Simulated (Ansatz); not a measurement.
Ba:
```
Ba
1.0
   -2.53556     2.53556     2.53556
    2.53556    -2.53556     2.53556
    2.53556     2.53556    -2.53556
Ba
1
Direct
  0.00000   0.00000   0.00000
```

Relaxed with r²SCAN. Special points in fractions of this cell's reciprocal vectors: Γ (0.000, 0.000, 0.000); H (0.500, -0.500, 0.500); N (0.000, 0.000, 0.500); P (0.250, 0.250, 0.250).

Question: List the band energies nearest the Fermi level at these points for r²SCAN (plane waves, PAW; program Ansatz).

Answer: In eV from the Fermi level; about four levels below and three above (degenerate sets whole), none deeper than 8.9 eV; points with the same levels are listed once.

| k | below | above |
|---|---|---|
| Γ | -2.83 | 2.11 2.11 2.11 |
| H | -0.55 -0.55 | 4.25 4.25 4.25 |
| N | -0.83 | 0.91 1.11 3.46 |
| P | – | 0.56 0.56 0.56 |

Space group Im-3m (bcc (W type)). Symmetry was held in the r²SCAN relaxation. Scalar-relativistic: spin–orbit coupling is off unless named, which matters more the heavier the elements.

Potentials: the earlier of the program's two PAW sets.
